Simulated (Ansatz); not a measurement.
An Ansatz (a first-principles code) run. Input:

Ansatz 0.2 input:
```yaml
crystal:
  lattice:
    - [-1.491942907, 1.491942907, 1.491942907]
    - [1.491942907, -1.491942907, 1.491942907]
    - [1.491942907, 1.491942907, -1.491942907]
  atoms:
    - { symbol: V, position: [0.0, 0.0, 0.0] }
kpoints:
  mp_grid: { grid: [19, 19, 19] }
hamiltonian:
  xc: r2scan
  pseudopotentials: { azcp: { folder: ./paw }, kind: paw }
scf:
  occupations: { method: gaussian, width: 0.1 }
checkpoint: { read: metal.run }
output: { write_density: true, elf: true, volumetric_format: npy }
basis: { fft_grid_basis: typed }
```

Output (shortened):

```
Pseudopotential: V, paw, valence charge 13
Functional definition: r2SCAN
Crystal: 1 atoms, lattice volume = 13.284 Å³
Basis set: ecut = 500 eV, 321 PW (Γ), exchange–correlation on 80×80×80 points (64 copies of the dense FFT grid, shifted against one another)
Bands: 15, of which v1, the nominal top of the filled ones, is band 7 counted from 1 (6 counted from 0)
Symmetry: 48 space group operations
Space group: Im-3m (ITA 229), of the structure as read, at distance tolerance 2.4e-5 Å
k-points: 220 of 6859
Stability of the state it starts from, as read at its close in the unpolarized treatment …
iter 1 solved again at ethr=9.42e-9 eV; its pass at ethr=3.10e-3 eV (dr2=1.22e-6 eV) is discarded
SCF iter   1: F=—  HF=-2917.054038 eV  |F-HF|=—  |Δ(HF+E_count)|=         —  Δρ=1.69e-7  dr2=1.61e-12  dr2_τ=6.98e-14  ethr=9.42e-9  ⟨swp⟩=2.9  Hψ=22576  notcnv=0
preconditioner: auto → none
SCF iter   2: F=-2917.054038 eV  HF=-2917.054038 eV  |F-HF|=9.09e-13  |Δ(HF+E_count)|=  3.52e-10  Δρ=1.27e-7  dr2=5.77e-13  dr2_τ=2.48e-13  ethr=1.00e-12  ⟨swp⟩=4.3  Hψ=9889  notcnv=0
SCF 1 converged in 2 iterations: F = -2917.054038 eV  dr2 = 5.77e-13
SCF converged after 2 iterations
Free energy (F): -2917.054038 eV
Harris-Foulkes:  -2917.054038 eV  (|F-HF|=9.09e-13)
Internal energy: -2917.045655 eV  (E = F + TS)
E sigma→0 (E₀):  -2917.049847 eV
Entropy (-TS):   -0.008383 eV (-8.383 meV/atom)
Fermi energy:    16.768685 eV
--- Per-component energies (eV) ---
  E_band       = -155.714380
  E_kinetic    = 295.832843
  E_local      = -967.684211  (includes V_loc(G=0)·N_el)
  E_nonlocal   = 81.344222
  E_hartree    = 402.993129
  E_xc         = -110.753575
  E_vxc        = -161.341985  (∫ρ·V_xc dr)
  E_paw        = -1134.504865  (= ΣΔE_a)
  E_vpaw       = -220.849932  (= ΣTr[D̂ρ^β])
  E_aug_tail   = 0.000524  (compensation charges beyond the density's cutoff)
  E_vtau       = 10.997892  (kinetic-family band-sum trace: ∫τ·v_τ [+ j·A + Jᵃ·Aᵃ] dr)
  E_ewald      = -1484.007940
  E_core_change = -0.265780  (= ΣΔE_core)
  E_smearing   = -0.008383  (= −TS)
  E_closure    =  0.000000  (closes the sum)
  Σ components = -2917.054038   (vs F -2917.054038, Δ=0.00e0)
  [band-id]    e_kinetic+e_local+e_nonlocal+2·e_hartree+e_vxc+e_vpaw+e_augmentation_tail+e_vtau = -155.714391   (vs E_band -155.714380, Δ=-1.08e-5)
--- Band table (eV; the first three rows and the last of 220) ---
  k-point 0: bands = ["-49.5260", "-21.6367", "-21.6367", "-21.6367", "9.6853", "17.2532", "17.2532", "17.2532", "19.4723", "19.4723", "38.2370", "38.2370", "38.2370", "45.4658", "45.4658"]
  k-point 1: bands = ["-49.5202", "-21.6646", "-21.6450", "-21.6369", "9.8046", "17.2014", "17.2418", "17.3374", "19.4111", "19.4754", "38.0094", "38.2170", "38.3350", "45.1257", "45.7500"]
  k-point 2: bands = ["-49.5036", "-21.7449", "-21.6692", "-21.6375", "10.1538", "17.0544", "17.1930", "17.5853", "19.2645", "19.4864", "37.3482", "38.0796", "38.6105", "44.5543", "46.3544"]
  k-point 219: bands = ["-49.1653", "-22.3014", "-22.2960", "-22.2960", "13.6291", "13.6303", "20.6246", "20.6246", "20.6924", "27.3299", "27.7514", "27.7514", "34.3501", "34.5108", "40.5095"]
```

Cost: around 4 core-seconds (rough) on shared cores.

Symmetry was held in the r²SCAN relaxation. No spin polarisation was allowed.

Potentials: the earlier of the program's two PAW sets.

Ansatz is a plane-wave DFT program.
